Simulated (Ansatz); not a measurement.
The cell below belongs to a search over invented structures; it isn't taken from experiment.

Input and command of a plane-wave DFT calculation in Ansatz:

```yaml
crystal:
  lattice:
    - [3.0692535079, -5.1070881728, 0.0]
    - [3.0692535079, 5.1070881728, 0.0]
    - [0.0, 0.0, 4.8417073476]
  atoms:
    - { symbol: Ge, position: [0.5, 0.5, 0.1571579686] }
    - { symbol: As, position: [0.238907678, 0.238907678, 0.7460313393] }
    - { symbol: As, position: [0.761092322, 0.761092322, 0.7460313393] }
    - { symbol: As, position: [0.3299464078, 0.6700535922, 0.5328402164] }
    - { symbol: As, position: [0.6700535922, 0.3299464078, 0.5328402164] }
basis:
  ecutwfc: 420
kpoints:
  mp_grid: { grid: [4, 4, 4] }
hamiltonian:
  xc: pbe
scf:
  occupations: { method: gaussian, width: 0.1 }
  lower_state_search: "off"
output:
  forces: true
  stress: true
  eigenvalues: true
relax:
  adjacent_minimum: "off"
  f_tol: 0.04
  max_steps: 70
  cell: { stress_tol: 0.4 }
```

```bash
ansatz run input.yaml --threads 1 --pin off --max-ram 2560MiB --backend cpu --events-out ev --progress --plain --runs-dir out
```

Processor: AMD EPYC 7R43 64-Core Processor (Zen 3), 1 thread, on a host shared with other jobs.

**Question.** How long does it run, and how much memory does it take?

**Answer.** About 2.4 min, peak memory 0.48 GiB. It solves 45 bands at 21 k points (after reduction by symmetry) with about 3323 plane waves (on the last cell), in 67 SCF iterations over 10 ionic steps.
